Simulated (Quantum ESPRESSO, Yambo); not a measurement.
BaO₂ (space group I4/mmm, No. 139) under isotropic strain of -3 % on all lattice vectors. The PBEsol cell relaxed from Materials Project entry mp-1105 was given an isotropic strain of -3 % on all lattice vectors, and the atoms were relaxed again. Chain: norm-conserving PBEsol (Quantum ESPRESSO, 84 Ry, without SOC); G0W0 in Yambo (4×4×4 Γ-centred k mesh, 94 bands and a 8 Ry block in the screening, 94 bands in G with the Bruneval-Gonze terminator, plasmon pole fitted at 27.2 eV); BSE (8×8×8 mesh, 4 valence and 2 conduction bands, static screening with 29 bands and a 4 Ry block, scissor 1.64 eV, Tamm-Dancoff).

```yaml
PBEsol gap (dense path): 2.04 eV
PBEsol gap Z → Z on the GW mesh: 2.04 eV
PBEsol smallest direct gap on the GW mesh, at Z: 2.04 eV
G0W0 direct gap at that point: 3.68 eV
G0W0 correction to the gap Z → Z: 1.64 eV
lowest_exciton: no binding energy given (see below)
```

Rough cost of the Yambo steps against G0W0 for 6 states: BSE within a factor of two.

Convergence of the G0W0 settings was not tested. The BSE states are vertical excitations (zero momentum). The lowest state covers only about 2 of the 512 k points, so the mesh doesn't resolve it: its energy and its distance from the direct gap are mesh artefacts. An extended exciton needs a far denser mesh. Axes are Cartesian, with cell vectors (Å) (-1.83, 1.83, 3.27), (1.83, -1.83, 3.27), (1.83, 1.83, -3.27).
